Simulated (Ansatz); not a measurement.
**ZrCo2H2, a known structure type with other elements, at an estimated volume**

```yaml
crystal:
  lattice:
    - [1.91807, 3.32220, 0.00000]
    - [-1.91807, 3.32220, 0.00000]
    - [0.00000, 0.00000, 4.14999]
  atoms:
    - { symbol: H, position: [0.33330, 0.33340, 0.12320] }
    - { symbol: H, position: [0.66670, 0.66660, 0.87680] }
    - { symbol: Zr, position: [0.00000, 0.00000, 0.00000] }
    - { symbol: Co, position: [0.33330, 0.33340, 0.46800] }
    - { symbol: Co, position: [0.66670, 0.66660, 0.53200] }
```

Level: r2SCAN, no spin polarisation; 500 eV; 8×8×6 Γ-centred mesh; methfessel-paxton occupations (width 0.0335 eV); Ansatz 0.2.0, fixed geometry.

Question: Describe some of the short contacts.

Answer: H–Co at 1.43 Å: least valence density 1.01 e/Å³ and ELF 0.49 there. Zr–H at 2.27 Å: least valence density 0.22 e/Å³ and ELF 0.12 there. Both are smooth PAW fields, read partly inside the augmentation spheres.

Question: Where is the largest force?

Answer: The largest is on H1 (and as large on other atoms): 1.52 eV/Å, components (0.00, 0.00, -1.52). It makes 180° with the line to a nearest neighbour, Co4 at 1.43 Å, pointing away from it.

Question: What happens at the Fermi level?

Answer: It is a metal, with about 3.8 states/eV a cell as the mean within 0.25 eV of the Fermi level, mostly Co d (74 %) and Zr d (17 %).

Question: What is the formation energy?

Answer: 0.09 eV an atom against the elements' usual phases (free molecules for gases, crystals otherwise, with no correction for O₂ or N₂), so at this geometry it isn't bound against them. Relaxing would lower it.

Question: Is the cell too large or too small?

Answer: The pressure is -8.0 GPa (compression positive), so with the atoms held at these fractions the cell would first shrink; the forces are large, so a full relaxation may end otherwise. The principal stresses -10.0, -10.0, -3.9 GPa differ, so its shape would change too.

Question: Give the Bader charges.

Answer: Bader charges in e: Zr +1.82, Co -0.45, H -0.46. In the mean Zr gives up most and H takes most.

Origin: a known structure type with other elements, at an estimated volume, so it need not be a known compound. Caveats: no spin polarisation, so a magnetic state may lie lower; atoms or cell far from equilibrium.
